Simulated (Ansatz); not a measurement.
SiGe:
```
SiGe
1.0
    1.96221     1.13288     6.39973
   -1.96221     1.13288     6.39973
    0.00000    -2.26576     6.39973
Si Ge
2 2
Direct
  0.93882   0.93882   0.93882
  0.06118   0.06118   0.06118
  0.43597   0.43597   0.43597
  0.56403   0.56403   0.56403
```

Relaxed with r²SCAN. Independent-particle spectrum: no excitons, no local fields, no scissors shift; 0.1 eV broadening; ε₁ of the summed bands alone.

Tabulate the dielectric function from the program Ansatz at the r²SCAN level (PAW).



| E (eV) | ε₁ xx | ε₂ xx | ε₁ zz | ε₂ zz |
|---|---|---|---|---|
| 0.0 | 13.20 | 0.00 | 13.46 | 0.00 |
| 0.3 | 13.28 | 0.00 | 13.54 | 0.00 |
| 0.6 | 13.53 | 0.00 | 13.81 | 0.00 |
| 0.9 | 13.98 | 0.00 | 14.30 | 0.00 |
| 1.2 | 14.71 | 0.00 | 15.09 | 0.00 |
| 1.5 | 15.82 | 0.05 | 16.31 | 0.03 |
| 1.8 | 17.63 | 0.07 | 18.42 | 0.04 |
| 2.1 | 21.09 | 1.16 | 22.50 | 2.00 |
| 2.4 | 27.48 | 4.77 | 28.24 | 6.85 |
| 2.7 | 22.68 | 15.71 | 21.63 | 16.27 |
| 3.0 | 18.98 | 17.27 | 18.81 | 17.90 |
| 3.3 | 16.58 | 18.59 | 16.85 | 19.68 |
| 3.6 | 15.85 | 20.40 | 16.07 | 22.63 |
| 3.9 | 17.09 | 25.95 | 13.78 | 34.08 |
| 4.2 | -2.43 | 42.43 | -8.72 | 27.62 |
| 4.5 | -11.30 | 21.66 | -8.93 | 17.44 |
| 4.8 | -8.32 | 15.47 | -6.01 | 14.27 |
| 5.1 | -6.24 | 14.67 | -4.48 | 14.97 |
| 5.4 | -8.91 | 12.49 | -8.18 | 12.88 |
| 5.7 | -9.38 | 9.29 | -8.96 | 9.55 |
| 6.0 | -8.12 | 6.76 | -7.99 | 6.97 |
| 6.3 | -7.03 | 5.63 | -6.89 | 5.67 |
| 6.6 | -6.42 | 4.60 | -6.29 | 4.65 |
| 6.9 | -5.66 | 3.72 | -5.55 | 3.78 |
| 7.2 | -4.95 | 3.09 | -4.89 | 3.17 |
| 7.5 | -4.27 | 2.63 | -4.24 | 2.64 |
| 7.8 | -3.59 | 2.53 | -3.53 | 2.65 |
| 8.1 | -3.44 | 2.53 | -3.51 | 2.58 |
| 8.4 | -3.32 | 2.20 | -3.41 | 2.14 |
| 8.7 | -3.07 | 1.91 | -3.06 | 1.81 |
| 9.0 | -2.85 | 1.71 | -2.82 | 1.59 |
| 9.3 | -2.64 | 1.48 | -2.54 | 1.38 |
| 9.6 | -2.43 | 1.27 | -2.31 | 1.25 |
| 9.9 | -2.19 | 1.11 | -2.10 | 1.09 |
| 10.2 | -1.99 | 0.99 | -1.90 | 1.02 |
| 10.5 | -1.79 | 0.88 | -1.73 | 0.91 |
| 10.8 | -1.63 | 0.82 | -1.56 | 0.84 |
| 11.1 | -1.49 | 0.75 | -1.42 | 0.78 |
| 11.4 | -1.38 | 0.68 | -1.33 | 0.72 |
| 11.7 | -1.25 | 0.61 | -1.21 | 0.67 |
| 12.0 | -1.12 | 0.54 | -1.11 | 0.59 |

From ε at 2.2 eV (xx: 22.35 + 1.75i), find n, k, the normal reflectivity and the absorption coefficient.

n = 4.73, k = 0.184, R = 42 %, α = 2kE/ħc = 41000 cm⁻¹.

With all bands, ε∞ without local fields is 13.2 (xx = yy), 13.5 (zz).

Space group R-3m. The start of the workflow was typed in or built on a structure type; neither database checked (COD, Materials Project) lists it. Its standing as an ambient phase is unchecked. Symmetry was held in the r²SCAN relaxation; whether a distortion lowers the energy is not shown. Scalar-relativistic: spin–orbit coupling is off unless named, which matters more the heavier the elements.

Potentials: the later of the program's two PAW sets.
